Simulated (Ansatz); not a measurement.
CsSrF$_{3}$ (cubic perovskite, Pm-3m), a = b = c = 4.764 Å, α = β = γ = 90.00°.

This is the r²SCAN-relaxed structure.

Question: All from the program Ansatz at the r²SCAN level (PAW), unless another level is named. Give the hole effective mass with spin–orbit coupling, band 1 of 2 at the edge.

Answer: 3.2 along [110], 1.7 along [111] (mₑ).

Question: Give the hole effective mass with spin–orbit coupling, band 2 of 2 at the edge.

Answer: 0.82 along [100], 1.1 along [110], 1.5 along [111] (mₑ).

Question: And the electron effective mass?

Answer: 0.46 mₑ (isotropic).

Question: Next, the band gap?

Answer: 7.17 eV (direct).

The first step of the workflow began from a Materials Project structure, measured or hypothetical; the Crystallography Open Database copy checked does not list it. Its standing as an ambient phase is unchecked. The r²SCAN relaxation kept the symmetry of its start; whether a distortion lowers the energy is not shown. Spin–orbit coupling is left out wherever it is not named.

Potentials: the later of the program's two PAW sets.
